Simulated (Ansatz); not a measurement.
**How much do the gradients of Bi2S3 depend on the method?**

Cell: an entry of the Crystallography Open Database (COD), its atoms then relaxed with PBE in this cell.

Space group Pnma (No. 62); a = 11.3540, b = 3.9911, c = 11.1880 Å.

```
site  Wyckoff  site symmetry       x       y       z
 Bi1       4c            .m.  0.4868  0.2500  0.3251
 Bi5       4c            .m.  0.3388  0.7500  0.0322
  S9       4c            .m.  0.2846  0.2500  0.1923
 S13       4c            .m.  0.5497  0.7500  0.1293
 S17       4c            .m.  0.3779  0.7500  0.4438
```

One atom of each set is listed.

First run. Level of theory: DFT, PBE, plane waves and PAW, scalar-relativistic, 420 eV cutoff, Γ-centred 3×7×3 k-points, Fermi–Dirac smearing 0.02 eV (Ansatz 0.2.0).

| site | V_zz (10²¹ V/m²) | η |
| --- | --- | --- |
| Bi1 | 7.58 | 0.99 |
| Bi5 | -19.41 | 0.09 |
| S9 | -2.66 | 0.32 |
| S13 | 4.24 | 0.95 |
| S17 | -8.86 | 0.16 |

Second run. The same atoms and settings, except that the functional is r2SCAN and the cutoff is 500 eV.

(1) Given the first result, estimate the second.

Results:

(1) 

```csv
site,V_zz,η,change of V_zz
Bi1,8.87,0.96,+1.29
Bi5,-22.1,0.08,-2.73
S9,-2.82,0.20,-0.16
S13,4.61,0.85,+0.37
S17,-8.95,0.18,-0.09
```

The largest change of V_zz is on Bi5, from -19.41 to -22.1. In per cent, |V_zz| changes by +14 to +17 on Bi, +1 to +9 on S (all sites that start above 0.5).

Spin–orbit coupling is left out, which shifts gradients on Bi by a few per cent, and by more where contributions nearly cancel.
